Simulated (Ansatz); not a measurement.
# Convergence of ZrRh₃ with the plane-wave cutoff

Level of theory: Ansatz, DFT PBEsol, scalar-relativistic, plane waves, PAW.

```xyz
4
Lattice="3.9200 0.0000 0.0000 0.0000 3.9200 0.0000 0.0000 0.0000 3.9200" Properties=species:S:1:pos:R:3 pbc="T T T"
Zr    0.0000    0.0000    0.0000
Rh    0.0000    1.9600    1.9600
Rh    1.9600    0.0000    1.9600
Rh    1.9600    1.9600    0.0000
```

| Item | Value |
| --- | --- |
| Γ-centred k-mesh | 12×12×12 |
| occupation rule | Gaussian smearing, 0.1 eV |
| spin treatment | unpolarised |
| valence charge of the PAW sets | Zr 12, Rh 17 |

The atoms are held and the plane-wave cutoff is swept. Energies are extrapolated to zero smearing and count from the reference run, 500 eV. The cell isn't necessarily relaxed at this level. Pressure is positive in compression and holds a correction for the finite cutoff (Pulay stress).

| cutoff (eV) | ΔE (meV/atom) | P (GPa) | plane waves at Γ |
| --- | --- | --- | --- |
| 250 | 1195 | 3.44 | 515 |
| 300 | 132 | -3.35 | 739 |
| 350 | 12.4 | -2.79 | 895 |
| 420 | ? | ? | ? |
| 500 | 0.00 | -2.74 | 1551 |

Q: Fill in the withheld rows.

A: The withheld rows:

| cutoff (eV) | ΔE (meV/atom) | P (GPa) | plane waves at Γ |
| --- | --- | --- | --- |
| 420 | 1.40 | -2.73 | 1189 |